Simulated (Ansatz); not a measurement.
AlPd in space group Cmcm (No. 63; Al on 4c, Pd on 4c) at seven volumes, plane-wave PAW r²SCAN (Ansatz code), shape and atoms relaxed at each. One row is withheld.

```csv
V (Å³/atom),P (GPa)
13.456,18.17
13.900,?
14.343,5.04
14.787,0.00
15.231,-4.20
15.674,-7.71
16.118,-10.62
```

Task: Fit the shown pressures and predict the withheld one.

Result: P = (3/2)B₀(x^(7/2) − x^(5/2))[1 + (3/4)(B′ − 4)(x − 1)] with x = (V₀/V)^(2/3). Least squares on the six rows gives V₀ = 14.788 Å³/atom, B₀ = 153 GPa, B′ = 4.93. At V = 13.900, x = 1.0421 and P = 11.04 GPa. The run itself gave 11.03 GPa.

The start of the workflow was typed in or built on a structure type; neither database checked (COD, Materials Project) lists it. Whether it is the stable phase at ambient conditions was not checked. Symmetry was held in the r²SCAN relaxation; whether a distortion lowers the energy is not shown. No spin polarisation was allowed.

Potentials: the earlier of the program's two PAW sets.
